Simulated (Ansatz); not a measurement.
Calculation log, Li (Im-3m) (phonons)

Method: r²SCAN, PAW on Ansatz 0.2.0's default frozen-core files (fitted under PBE), scalar-relativistic.

The cell is the relaxed one with its volume scaled by 1.02.

Command line:

```sh
ansatz run input.yaml --threads 2 --pin off --max-ram 10240MiB --backend cpu --events-out ev --progress --plain --runs-dir out
```

Input:

```yaml
crystal:
  lattice:
    - [-1.75004719982, 1.75004719982, 1.75004719982]
    - [1.75004719982, -1.75004719982, 1.75004719982]
    - [1.75004719982, 1.75004719982, -1.75004719982]
  atoms:
    - { symbol: Li, position: [0.0, 0.0, 0.0] }
kpoints:
  mp_grid: { grid: [20, 20, 20] }
scf:
  occupations: { method: fermi_dirac, width: 0.1 }
hamiltonian:
  xc: r2scan
  pseudopotentials: { kind: paw }
phonons:
  qmesh: [4, 4, 4]
  qpath:
    path:
      - [0.0, 0.0, 0.0]
      - [0.5, -0.5, 0.5]
      - [0.0, 0.0, 0.5]
      - [0.0, 0.0, 0.0]
      - [0.25, 0.25, 0.25]
      - [0.5, -0.5, 0.5]
      - [0.25, 0.25, 0.25]
      - [0.0, 0.0, 0.5]
    npoints: 6
  temperatures: { t_min: 0, t_max: 1000, t_step: 100 }
```

The program printed:

```
Warning: RAYON_NUM_THREADS=2 ignored (pool sized by the plan → 2); use --threads N
Engine: ansatz 0.2.0, x86_64-unknown-linux-gnu
Pseudopotentials: kind: paw
Pseudopotential: Li, paw, valence charge 3, recommended cutoff 500 eV (meta_gga), Li.paw.azcp
Functional definition: r2SCAN
  parameter k0 = 0.174
  parameter k1 = 0.065
  parameter a1 = 4.9479
  exchange = r2scan_x(k0 = k0, k1 = k1, a1 = a1)
  correlation = r2scan_c
Crystal: 4 atoms, lattice volume = 85.757 Å³
Basis set: ecut = 500 eV, 2179 PW (Γ), FFT grids on a1, a2, a1+2a2+a3, exchange–correlation on 120×200×225 points (125 copies of the dense FFT grid, shifted against one another)
Bands: 10, of which v1, the nominal top of the filled ones, is band 6 counted from 1 (5 counted from 0)
Symmetry: 16 space group operations
k-points: 561 of 2000
Non-local potential: Li, projectors of the file, l = 0: 3, l = 1: 2, l = 2: 1
PAW form: soft (Blöchl's): semilocal exchange-correlation on the pseudo side does not see the compensation charge
PAW one-centre angular grid: Li, 302 points (default); XC on 327 of its mesh's 2665 points in the sphere
Initial density: handed on by an earlier stage of this run
Initial wavefunctions: those handed on with the density
Functional: x = r2scan, c = r2scan; τ floored in thin density (d = 2e-4 eV/Å³)
SCF iter   1: F=—  HF=-820.563044 eV  |F-HF|=—  |Δ(HF+E_count)|=         —  Δρ=2.59e-7  dr2=1.82e-11  dr2_τ=8.82e-13  ethr=5.21e-12  ⟨swp⟩=5.2  Hψ=31505  notcnv=0
preconditioner: auto → none  [metal: Δε(μ)=0.047 eV  Ē_g=4.262 eV  σ=0.100 eV  W_gap=0.12  n_scr=8 (ndim 8)  ℏωp=8.0 eV  f_vac=0.000  D(μ)=1.74/eV (n_scr^D=8)]
SCF iter   2: F=-820.563044 eV  HF=-820.563044 eV  |F-HF|=1.59e-12  |Δ(HF+E_count)|=  2.90e-11  Δρ=1.17e-7  dr2=3.76e-12  dr2_τ=2.08e-13  ethr=1.00e-12  ⟨swp⟩=3.0  Hψ=14899  notcnv=0
SCF 1 converged in 2 iterations: F = -820.563044 eV  dr2 = 3.76e-12
[... 152 lines left out ...]
--- Phonons (by wavevector): 8 wavevectors in 5 supercells ---
  supercell 1 (4 cells, vectors [1, 0, 0], [0, 1, -1], [0, 0, 4] in multiples of the cell's): 2 displaced members by 0.0025 Å; free energy -820.563044 eV; taken off its force constants: by the sum rule 4.3e-4, by the ...
  symmetry images taken by strict's conditions (phonons.symmetry_images: auto; settled by no image being taken that strict refuses)
  supercell 2 (4 cells, vectors [1, 0, 0], [0, 1, 0], [0, 0, 4] in multiples of the cell's): 2 displaced members by 0.0025 Å; free energy -820.563044 eV; taken off its force constants: by the sum rule 8.9e-4, by the ...
  symmetry images taken by strict's conditions (phonons.symmetry_images: auto; settled by no image being taken that strict refuses)
  supercell 3 (4 cells, vectors [4, 0, 0], [0, 1, 1], [2, 0, 1] in multiples of the cell's): 2 displaced members by 0.0025 Å; free energy -820.563043 eV; taken off its force constants: by the sum rule 2.7e-4, by the ...
  symmetry images taken by strict's conditions (phonons.symmetry_images: auto; settled by no image being taken that strict refuses)
  supercell 4 (4 cells, vectors [0, 1, 1], [-1, 0, -1], [0, 0, 4] in multiples of the cell's): 1 displaced member by 0.0025 Å; free energy -820.563043 eV; taken off its force constants: by the sum rule 6.4e-4, by the ...
  symmetry images taken by strict's conditions (phonons.symmetry_images: auto; settled by no image being taken that strict refuses)
  supercell 5 (4 cells, vectors [0, 1, -1], [-1, 1, 0], [0, 0, 4] in multiples of the cell's): 1 displaced member by 0.0025 Å; free energy -820.563043 eV; taken off its force constants: by the sum rule 2.2e-4, by the ...
  symmetry images taken by strict's conditions (phonons.symmetry_images: auto; settled by no image being taken that strict refuses)
  q = [0.0000, 0.0000, 0.0000] (star 1, supercell 1; hermiticity 0.00e0, symmetrization 5.39e-17): -0.00 0.00 0.00
  q = [0.0000, 0.0000, 0.2500] (star 12, supercell 2; hermiticity 5.54e-53, symmetrization 3.37e-16): 37.27 133.41 222.61
  q = [0.0000, 0.0000, -0.5000] (star 6, supercell 1; hermiticity 4.06e-16, symmetrization 5.66e-7): 57.44 189.12 318.75
  q = [0.0000, 0.2500, 0.2500] (star 24, supercell 1; hermiticity 1.08e-16, symmetrization 4.31e-16): 126.45 247.77 294.36
  q = [0.2500, 0.2500, 0.2500] (star 2, supercell 5; hermiticity 2.20e-49, symmetrization 1.14e-15): 261.39 261.39 261.39
  q = [0.2500, 0.2500, -0.2500] (star 6, supercell 4; hermiticity 0.00e0, symmetrization 3.39e-16): 211.72 222.41 222.41
  q = [0.2500, -0.5000, -0.5000] (star 12, supercell 3; hermiticity 1.33e-16, symmetrization 7.08e-16): 215.05 278.27 313.01
  q = [-0.5000, -0.5000, -0.5000] (star 1, supercell 4; hermiticity 5.49e-16, symmetrization 3.53e-8): 326.52 326.52 326.52
  joined force constants: q→R imaginary residual 0.00e0
  density of states and harmonic sums: on the 28×28×28 q-mesh, interpolated from the force constants of a 4×4×4 supercell (no non-analytic term)
  largest difference from the sums on the solved wave vectors: F 1.88e-3 eV, S 6.01e-6 and C_V 3.89e-6 eV/K
```

The run converged.

### Phonons on the q mesh

Harmonic phonons of a crystal by Kohn-Sham DFT at the given cell, standard atomic masses, acoustic sum rule imposed; negative wavenumbers are unstable modes; one row a degenerate set, branches counted upwards.

- Unstable phonons: no

```csv
point,q a (r.l.u.),q b (r.l.u.),q c (r.l.u.),branch,phonon wavenumber (cm⁻¹),degeneracy
0.25/0/0,0.25,0,0,1,37.3,1
0.25/0/0,0.25,0,0,2,133.4,1
0.25/0/0,0.25,0,0,3,222.6,1
N,0.5,0,0,1,57.4,1
N,0.5,0,0,2,189.1,1
N,0.5,0,0,3,318.8,1
0.25/0.25/0,0.25,0.25,0,1,126.4,1
0.25/0.25/0,0.25,0.25,0,2,247.8,1
0.25/0.25/0,0.25,0.25,0,3,294.4,1
P,0.25,0.25,0.25,1,261.4,3
-0.25/0.25/0.25,-0.25,0.25,0.25,1,211.7,1
-0.25/0.25/0.25,-0.25,0.25,0.25,2,222.4,2
0.5/0.5/0.25,0.5,0.5,0.25,1,215,1
0.5/0.5/0.25,0.5,0.5,0.25,2,278.3,1
0.5/0.5/0.25,0.5,0.5,0.25,3,313,1
H,0.5,0.5,0.5,1,326.5,3
```

Limits of these numbers: frozen-core PAW files fitted under PBE, their cores solved anew for the functional of the run; responses of metals move with mesh and smearing; cell scaled away from its relaxed volume.

Time and hardware: 3.2 min on 2 threads of Intel(R) Xeon(R) 6975P-C (Granite Rapids), with other jobs on the host, peak memory 2.3 GiB.
